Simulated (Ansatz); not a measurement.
According to the program Ansatz at the r²SCAN level (PAW), TiSi2 in the orthorhombic phase (Cmcm; Si on 4c, Si on 4c, Ti on 4c) relaxes to a = 3.527 Å, b = 13.514 Å, c = 3.565 Å. Its formation energy from the elements is -0.55 eV/atom, with no fitted shifts.

Electronic character: metallic (no gap).

The bulk modulus is 130 GPa. Bader charges are Si -0.78 to -0.48, Ti +1.25 e.

Symmetry was held in the r²SCAN relaxation. No spin polarisation was allowed. The references are the lowest solids computed at this level, not always the standard phases.

Potentials: the later of the program's two PAW sets.
